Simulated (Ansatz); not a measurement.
Relaxed Sb (space group R-3m):

```
CELL_PARAMETERS angstrom
      4.37432     2.52551     7.69342
      0.00000     2.52551     7.69342
      0.00000    -2.52551     3.84671
ATOMIC_POSITIONS crystal
  Sb 0.00000 0.26727 0.26727
  Sb 0.50000 0.26727 0.26727
  Sb 0.00000 0.73273 0.73273
  Sb 0.50000 0.73273 0.73273
```

A phonon eigenvector at F = (0.5, 0.5, 0.0) is frozen into this cell: atom i moves by Q times the vector below, so Q is the largest atomic displacement, in Å. The cell is held. (q is in reciprocal vectors of the primitive cell; the cell shown is doubled to hold the pattern.)

```tsv
atom	x	y	z
Sb1	0.000	0.610	-0.792
Sb2	0.000	-0.610	0.792
Sb3	0.000	0.610	-0.792
Sb4	0.000	-0.610	0.792
```

These are PBE (plane waves to 420 eV, PAW, scalar-relativistic; Ansatz, a quantum-chemistry and plane-wave program) values and carry that method's errors. k mesh 13×13×13 (Γ-centred), Fermi-Dirac smearing 0.05 eV. E stands for the smeared free energy. Compression counts positive. With partly filled bands, energies and forces of such displacements shift with the k mesh and the smearing. Sb was relaxed with its symmetry unable to fall. Spin-orbit coupling is left out, though Sb is heavy. The zero of ΔE is the undisplaced structure.

| Q (Å) | ΔE (meV/cell) | P (GPa) | −dE/dQ from forces (eV/Å) |
|---|---|---|---|
| -0.280 | (withheld) | 5.2 | 7.136 |
| -0.233 | 746 | 3.6 | 5.848 |
| -0.187 | 497 | 2.2 | 4.866 |
| -0.140 | (withheld) | 1.2 | 3.901 |
| -0.093 | 135 | 0.5 | 2.788 |
| -0.047 | 35 | 0.1 | 1.470 |
| 0.000 | 0 | 0.0 | 0.000 |
| 0.047 | 35 | 0.1 | -1.470 |
| 0.093 | 135 | 0.5 | -2.788 |
| 0.140 | (withheld) | 1.2 | -3.901 |
| 0.187 | 497 | 2.2 | -4.866 |
| 0.233 | 746 | 3.6 | -5.848 |
| 0.280 | (withheld) | 5.2 | -7.136 |

Problem. Some entries are withheld; supply them.

Solution. 
- -0.280, ΔE (meV/cell): 1048
- -0.140, ΔE (meV/cell): 292
- 0.140, ΔE (meV/cell): 292
- 0.280, ΔE (meV/cell): 1048

(A displaced cell: forces are minus the slopes of the energy, force constants its curvatures, and phonons follow from these.)
